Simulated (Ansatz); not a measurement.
Data:

GeSe:
```yaml
crystal:
  lattice:
    - [10.62937, 0.00000, 0.00000]
    - [0.00000, 3.83309, 0.00000]
    - [0.00000, 0.00000, 4.20016]
  atoms:
    - { symbol: Ge, position: [0.11945, 0.25000, 0.10534] }
    - { symbol: Ge, position: [0.88055, 0.75000, 0.89466] }
    - { symbol: Ge, position: [0.38055, 0.75000, 0.60534] }
    - { symbol: Ge, position: [0.61945, 0.25000, 0.39466] }
    - { symbol: Se, position: [0.85638, 0.25000, 0.49200] }
    - { symbol: Se, position: [0.14362, 0.75000, 0.50800] }
    - { symbol: Se, position: [0.64362, 0.75000, 0.99200] }
    - { symbol: Se, position: [0.35638, 0.25000, 0.00800] }
```

This is the LDA-relaxed structure. x, y and z are the axes in which the lattice vectors are written.

Task: All from DFT-LDA in the program Ansatz with PAW potentials, unless another level is named. Give the highest zone-centre frequency (without LO–TO term).

Result: 214 cm⁻¹.

Task: Next, the bulk modulus (Birch–Murnaghan fit)?

Result: 39.8 GPa.

Task: Predict the elastic constants (relaxed ions, GPa).

Result: C11 = 78.5, C22 = 107, C33 = 51.9, C12 = 8.5, C13 = 22.1, C23 = 46.6, C44 = 53.9, C55 = 26.0, C66 = 16.2.

Space group Pnma. The LDA relaxation kept the symmetry of its start; of distortions, only those at the zone centre were tested. A crystal of weakly bound layers computed without a dispersion correction: the cell and the soft elastic constants depend strongly on that.

Potentials: the later of the program's two PAW sets.
